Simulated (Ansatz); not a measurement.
Clean, relaxed (100) surface of Li, space group Im-3m (No. 229) (top face towards +c; atoms held fixed, by place in the list: 1, 2):

```xyz
5
Lattice="3.4771 0.0000 0.0000 0.0000 3.4771 0.0000 0.0000 0.0000 23.9542" Properties=species:S:1:pos:R:3 pbc="T T T"
Li    1.7385    1.7385    8.5000
Li    0.0000    0.0000   10.2385
Li    1.7385    1.7385   11.9836
Li    0.0000    0.0000   13.7406
Li    1.7385    1.7385   15.6014
```

All numbers below come from DFT r2SCAN, scalar-relativistic, plane waves, PAW in Ansatz 0.2.0. Plane waves to 500 eV, a k mesh through Γ of 8×8×1 on the computed 5-atom cell and Gaussian smearing (0.10 eV); no spin polarisation. The cell repeats along c with a dipole correction in the vacuum.

E_ads counts from the clean slab and the free adsorbate (spin-polarised where it has unpaired electrons); negative means bound. With the adsorbate the cell is lengthened along c to keep the vacuum.

Q: Cu (atom) is put at the hollow (over Li) at (0.00, 0.00) site, one adsorbate per 12.1 Å². What structure does it relax to?

A: E_ads = -3.00 eV. Contacts: Cu–Li 2.52 Å, Cu–Li 2.56 Å.

```
Li Cu
1.0
     3.47709    0.00000    0.00000
     0.00000    3.47709    0.00000
     0.00000    0.00000   25.95419
Li Cu
5 1
Direct
  0.50000 0.50000 0.32750
  0.00000 0.00000 0.39449
  0.50000 0.50000 0.45977
  0.00000 0.00000 0.53168
  0.50000 0.50000 0.60084
  0.00000 0.00000 0.62862
```

Each end is the local minimum or symmetric point that its start leads to. The slab is only 7.0 Å thick, so the energies aren't converged with thickness.

For at least one of the starts the bottom face's work function also shifts by over 0.1 eV: the slab is too thin to screen the adsorbate, so the work functions aren't converged with thickness.

The adsorbed runs have no spin polarisation, so weakly bound open-shell ends lie too high.